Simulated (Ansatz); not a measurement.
In the program Ansatz at the PBEsol level (PAW), InP in the tetragonal phase (P4_2/mnm; In on 4g, P on 4f) relaxes to a = 7.174 Å, c = 4.163 Å. Against the elements it lies at -0.14 eV/atom, with no fitted shifts.

It is gapped at this level: 0.71 eV (smallest direct gap 0.71 eV). The valence maximum lies on the M–Γ line, 92 % of the way from M and the conduction minimum at Γ. HSE06 on the same cell gives 1.59 eV. Gap from PBEsol with spin–orbit coupling: 0.69 eV. Electrons at the band edge weigh 0.056, 0.061, 0.061 mₑ (principal values). The hole mass is 0.20, 1.1, 1.5 mₑ (principal values).

An equation-of-state fit gives a bulk modulus of 60.4 GPa. The relaxed-ion elastic constants in GPa are C11 = 78.6, C12 = 52.7, C13 = 43.6, C33 = 119, C44 = 24.0, C66 = 24.8. The elastic constants imply a Debye temperature near 250 K. Perturbation theory gives ε∞ = 10.5 (xx = yy), 10.3 (zz). Born charges are In +2.37, P -2.37 e. Without the LO–TO term the highest mode at Γ lies at 10.26 THz.

The start of the workflow was typed in or built on a structure type; neither database checked (COD, Materials Project) lists it. It is not the phase usual at ambient conditions (space group No. 216). The cell was relaxed with PBEsol under the symmetry of its start; of distortions, only those at the zone centre were tested. The volume moved by 20 % from the start of the relaxation. The references are the lowest solids computed at this level, not always the standard phases. Spin–orbit coupling is left out wherever it is not named.

Potentials: the later of the program's two PAW sets.
